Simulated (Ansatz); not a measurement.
**Si (I4/mmm), zone-centre modes**

The calculation used DFT r2SCAN, scalar-relativistic, plane waves, PAW (Ansatz). Settings: plane waves to 500 eV, k-mesh 24×24×16 (Γ-centred), Gaussian smearing 0.15 eV. No spin polarisation.

Reference structure (relaxed at this level; this form isn't the usual structure):

```yaml
crystal:
  lattice:
    - [-1.65885, -1.65885, 1.27634]
    - [-1.65885, 1.65885, 1.27634]
    - [-3.31769, 0.00000, -2.55267]
  atoms:
    - { symbol: Si, position: [0.50000, 0.50000, 0.50000] }
    - { symbol: Si, position: [0.00000, 0.00000, 0.00000] }
```

Harmonic modes by finite displacements of 0.02 Å, without the LO–TO term. The cell doubles the primitive one, so its zone centre also holds the primitive cell's point q = (0, 1/2, 0).

Q: At this geometry, is the structure stable against these modes?

A: Yes: no mode is imaginary beyond 10 cm⁻¹, and only the three translations lie near zero.

Q: List the wavenumbers in cm⁻¹.

A: 0, 0, 0, 82, 95, 320.

Cost: 1 run of about 5.5 core-minutes, on Arm Neoverse V2 (shared hosts).